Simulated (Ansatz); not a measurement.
**Zn: strain and displacement**

```
Zn
1.0
     2.66480    0.00000    0.00000
    -1.33240    2.30778    0.00000
     0.00000    0.00000    4.94670
Zn
2
Cartesian
  0.0000 1.5385 1.2367
  1.3324 0.7693 3.7100
```

Atom numbers follow the list: Zn1, Zn2.

The geometry is COD entry 9008522, unchecked; take it as a test cell.

Level of theory: Ansatz 0.2.0, DFT, PBEsol, all-electron PAW with datasets made for the crystal, scalar-relativistic.

Settings: a Γ-centred 18×18×8 k mesh, Fermi–Dirac smearing of 0.03 eV, cutoff 260 eV (chosen by the program for this cell), no spin polarisation.

The unchanged cell is at -5.37 GPa.

In a metal, stresses and small energies carry noise from the k mesh.

x, y and z are the Cartesian axes of the cell as listed; fractional coordinates follow a strain, and an engineering shear is twice the off-diagonal strain component.

(1) With this change (equal xy, yz and zx engineering shear strains of -3 %), what becomes of the energy and stress?

(2) With this change (equal xy, yz and zx engineering shear strains of -1 %), what becomes of the energy and stress?

With equal xy, yz and zx engineering shear strains of +2 %: energy change +1 meV/atom; stress change (xx, yy, zz, yz, xz, xy) -0.01, 0.33, 0.02, -0.38, -0.49, -0.63 GPa, compression positive; change of the force on Zn1 (0.013, 0.002, 0.000) eV/Å.

(3) With this change (equal xy, yz and zx engineering shear strains of -2 %), what becomes of the energy and stress?

With equal xy, yz and zx engineering shear strains of +1 %: energy change under 1 meV/atom; stress change (xx, yy, zz, yz, xz, xy) 0.07, 0.08, -0.04, -0.18, -0.18, -0.19 GPa, compression positive.

(4) With this change (equal xy, yz and zx engineering shear strains of +3 %), what becomes of the energy and stress and forces?

Results:

(1) Energy change +5 meV/atom; stress change (xx, yy, zz, yz, xz, xy) -0.08, 0.71, 0.04, 1.20, 1.15, 1.55 GPa, compression positive.

(2) Energy change under 1 meV/atom; stress change (xx, yy, zz, yz, xz, xy) 0.07, 0.09, -0.07, 0.33, 0.30, 0.30 GPa, compression positive.

(3) Energy change +2 meV/atom; stress change (xx, yy, zz, yz, xz, xy) 0.01, 0.28, 0.03, 0.74, 0.70, 0.88 GPa, compression positive.

(4) Energy change +3 meV/atom; stress change (xx, yy, zz, yz, xz, xy) 0.05, 0.70, 0.06, -0.70, -0.76, -0.98 GPa, compression positive; change of the force on Zn1 (0.021, 0.004, 0.000) eV/Å.
